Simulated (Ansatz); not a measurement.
Ta3Cd: reading a single point

```
CELL_PARAMETERS angstrom
0.00000 0.00000 6.46544
5.20597 -3.68643 3.23272
5.20597 3.68643 -3.23272
ATOMIC_POSITIONS crystal
Ta 0.50000 0.00000 0.50000
Ta 0.00000 0.00000 0.50000
Ta 0.50000 0.50000 0.00000
Ta 0.00000 0.50000 0.00000
Cd 0.50000 0.00000 0.00000
Ta 0.50000 0.50000 0.50000
Ta 0.00000 0.50000 0.50000
Cd 0.00000 0.00000 0.00000
```

Level: PBEsol, no spin polarisation; 420 eV; 7×7×7 Γ-centred mesh; fermi-dirac occupations (width 0.1 eV); Ansatz 0.2.0, fixed geometry.

Problem. What do density and ELF say about some of the short contacts?

Solution. Ta–Ta at 3.23 Å: least valence density 0.22 e/Å³ and ELF 0.52 there. Cd–Cd at 3.23 Å: least valence density 0.12 e/Å³ and ELF 0.16 there. Ta–Cd at 3.58 Å: least valence density 0.10 e/Å³ and ELF 0.28 there. These are pseudo-fields; inside the PAW spheres they differ from the all-electron ones.

Problem. Is the cell too large or too small?

Solution. The pressure is -29.4 GPa (compression positive), so with the atoms held at these fractions the cell would first shrink. The principal stresses -31.2, -28.7, -28.3 GPa differ, so its shape would change too.

Problem. Which element gives electrons and which takes them?

Solution. Bader charges in e: Ta +0.01 to +0.06, Cd -0.12. In the mean Ta gives up most and Cd takes most.

Problem. Is there a gap?

Solution. It is a metal, with about 16 states/eV a cell as the mean within 0.25 eV of the Fermi level, mostly Ta d (87 %).

Origin: a known structure type with other elements, at an estimated volume, so it need not be a known compound. Caveats: many states at the Fermi level without spin polarisation, so a magnetic state may lie lower; atoms or cell far from equilibrium.
